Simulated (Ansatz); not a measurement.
Starting cell, TiB2 (AlB2 type, space group P6/mmm):

```xyz
3
Lattice="3.0320 0.0000 0.0000 -1.5160 2.6258 0.0000 0.0000 0.0000 3.2243" Properties=species:S:1:pos:R:3 pbc="T T T"
Ti     0.0000     0.0000     0.0000
B      0.0000     1.7505     1.6122
B      1.5160     0.8753     1.6122
```

A phonon eigenvector at Γ is frozen into this cell: atom i moves by Q times the vector below, so Q is the largest atomic displacement, in Å. The cell is held. It is one choice among 2 degenerate patterns.

| atom | x | y | z |
|---|---|---|---|
| Ti1 | 0.000 | -0.452 | 0.000 |
| B2 | 0.000 | 1.000 | 0.000 |
| B3 | 0.000 | 1.000 | 0.000 |

All values below come from PBE (plane waves to 420 eV, PAW, scalar-relativistic; Ansatz, a quantum-chemistry and plane-wave program). k mesh 18×18×14 (Γ-centred), Fermi-Dirac smearing 0.05 eV. With partly filled bands, energies and forces of such displacements shift with the k mesh and the smearing. TiB2 is run without spin polarisation. TiB2 was relaxed with its symmetry unable to fall. 

```json
[
 {"Q (Å)": "-0.180", "−dE/dQ from forces (eV/Å)": "5.286"},
 {"Q (Å)": "-0.150", "−dE/dQ from forces (eV/Å)": "4.434"},
 {"Q (Å)": "-0.120", "−dE/dQ from forces (eV/Å)": "3.562"},
 {"Q (Å)": "-0.090", "−dE/dQ from forces (eV/Å)": "2.677"},
 {"Q (Å)": "-0.060", "−dE/dQ from forces (eV/Å)": "1.789"},
 {"Q (Å)": "-0.030", "−dE/dQ from forces (eV/Å)": "0.899"},
 {"Q (Å)": "0.000", "−dE/dQ from forces (eV/Å)": "0.000"},
 {"Q (Å)": "0.030", "−dE/dQ from forces (eV/Å)": "-0.899"},
 {"Q (Å)": "0.060", "−dE/dQ from forces (eV/Å)": "-1.789"},
 {"Q (Å)": "0.090", "−dE/dQ from forces (eV/Å)": "-2.677"},
 {"Q (Å)": "0.120", "−dE/dQ from forces (eV/Å)": "-3.562"},
 {"Q (Å)": "0.150", "−dE/dQ from forces (eV/Å)": "-4.434"},
 {"Q (Å)": "0.180", "−dE/dQ from forces (eV/Å)": "-5.286"}
]
```

Problem. What harmonic wavenumber does the curvature at Q = 0 give?

Solution. 510 cm⁻¹. E″ = 30.01 eV/Å², M = Σ mᵢ|uᵢ|² = 31.4 u, ν̃ = 521.5·√(|E″|/M).

(For displaced atoms, the force is minus the slope of the energy, and its curvature is a force constant, which sets phonon frequencies.)
